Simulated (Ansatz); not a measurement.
**BiMo in the NiAs-type structure**

Level of theory: DFT, PBEsol, scalar-relativistic, no spin polarisation; plane waves to 420 eV with PAW datasets (Ansatz 0.2.0), 8×8×6 k-mesh, Gaussian smearing of 0.05 eV. The datasets are Ansatz's generated set soft_2.

```
CELL_PARAMETERS angstrom
4.52443 0.00000 0.00000
-2.26222 3.91827 0.00000
0.00000 0.00000 5.10284
ATOMIC_POSITIONS crystal
Mo 0.00000 0.00000 0.00000
Mo 0.00000 0.00000 0.50000
Bi 0.33333 0.66667 0.25000
Bi 0.66667 0.33333 0.75000
```

This is a trial structure made by placing the elements on a prototype's sites, so it needn't be the stable form.

The cell above was scaled in volume, and shape and atoms were relaxed at each volume within its symmetry. Energies are counted from the cell above.

The cell is relaxed to zero pressure at this level.

```
V (Å³/atom)  ΔE (meV/atom)  P (GPa)
      21.71           14.6      5.5
      22.16            3.4      2.5
      22.62            0.0      0.0
      23.07            3.2     -2.2
      23.52           12.4     -4.2
```

Q: What do the points give for the equilibrium volume, the bulk modulus and its pressure derivative (third-order Birch–Murnaghan)?

A: V0 = 22.61 Å³/atom, B0 = 119 GPa, B0′ = 5.7.

B0·V0 = 119.1 GPa × 22.61 Å³ = 16.80 eV/atom sets the scale: near the minimum ΔE ≈ ½ B0 V0 x², with x = V/V0 − 1, and a pressure of 1.2 GPa squeezes the volume by about 1 %. At the ends of the curve: x = −4.0 % predicts 13.3 meV/atom and the run gives 14.6; x = +4.0 % predicts 13.6 meV/atom and the run gives 12.4. The lopsidedness is anharmonic: atoms resist being pushed together more than being pulled apart.

Scalar-relativistic only: spin–orbit splittings of the heavy atoms' levels are missing. The run is a metal.
